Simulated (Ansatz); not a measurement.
Given:

ZnSe:
Space group F-43m (No. 216); a = 5.5673 Å, b = 5.5673 Å, c = 5.5673 Å, α = 90.00°, β = 90.00°, γ = 90.00°

| atom | site | symmetry | x | y | z |
|---|---|---|---|---|---|
| Zn | 4a | -43m | 0.0000 | 0.0000 | 0.0000 |
| Se | 4d | -43m | 0.7500 | 0.7500 | 0.7500 |
(The calculation used a cell of 2 atoms; values per cell refer to that cell.)

This is the LDA-relaxed structure.

Question: All from LDA (plane waves, PAW; program Ansatz), unless another level is named. Give the hole effective mass, band 1 of 3 at the edge.

Answer: 0.55 along [100], 3.1 along [110], 1.2 along [111] (mₑ).

Question: Predict the formation energy from the elements (no fitted shifts).

Answer: -0.66 eV/atom.

Question: Predict the valence-band maximum.

Answer: at Γ.

Symmetry was held in the LDA relaxation. The references are the lowest solids computed at this level, not always the standard phases. Spin–orbit coupling is left out wherever it is not named.

Potentials: the earlier of the program's two PAW sets. The files were generated under PBE; for other functionals the program regenerates the frozen cores, and for LDA and PBEsol the local potential too.

Edges and masses are those of Kohn–Sham bands, whose gap is no quasiparticle gap.
